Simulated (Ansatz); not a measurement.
# Piezoelectric tensor of Al$_{5}$BP$_{6}$

Level of theory: DFT PBE, scalar-relativistic, plane waves, PAW in Ansatz. Settings: 420 eV plane-wave cutoff, Γ-centred 6×6×6 mesh, fixed occupations. No spin polarisation.

The cell, relaxed at this level:
```yaml
crystal:
  lattice:
    - [6.53580, 0.00000, 0.00000]
    - [-3.26790, 5.66017, 0.00000]
    - [0.00000, 0.00000, 6.20238]
  atoms:
    - { symbol: Al, position: [0.68090, 0.00000, 0.00032] }
    - { symbol: Al, position: [0.31910, 0.31910, 0.00032] }
    - { symbol: Al, position: [0.00000, 0.68090, 0.00032] }
    - { symbol: Al, position: [0.66667, 0.33333, 0.50049] }
    - { symbol: Al, position: [0.33333, 0.66667, 0.50049] }
    - { symbol: B, position: [0.00000, 0.00000, 0.49821] }
    - { symbol: P, position: [0.70836, 0.00000, 0.38589] }
    - { symbol: P, position: [0.29164, 0.29164, 0.38589] }
    - { symbol: P, position: [0.00000, 0.70836, 0.38589] }
    - { symbol: P, position: [0.00000, 0.00000, 0.82516] }
    - { symbol: P, position: [0.66667, 0.33333, 0.88351] }
    - { symbol: P, position: [0.33333, 0.66667, 0.88351] }
```

The structure comes from a generated guess, relaxed at this level; another structure or a mixture of phases may lie lower.

Question: Give the relaxed-ion proper piezoelectric stress tensor e_iJ (C/m², Voigt columns xx yy zz yz xz xy).

Answer:
```
x    0.088 -0.088  0.000  0.000 -0.061  0.000
y    0.000  0.000  0.000 -0.061  0.000 -0.088
z   -0.068 -0.068  0.100  0.000  0.000  0.000
```
Signs follow the orientation of the cell as given.

Question: With the elastic constants (GPa, Voigt order)
C11 = 167.7, C12 = 58.7, C13 = 42.6, C15 = -1.2, C22 = 167.7, C23 = 42.6, C25 = 1.2, C33 = 193.6, C44 = 43.7, C46 = 1.2, C55 = 43.7, C66 = 54.5 GPa; the others vanish.
find the strain coefficients d = e·C⁻¹ (pC/N).

Answer:
```
x    0.79 -0.79  0.00  0.00 -1.34  0.00
y    0.00  0.00  0.00 -1.34  0.00 -1.58
z   -0.43 -0.43  0.70  0.00  0.00  0.00
```
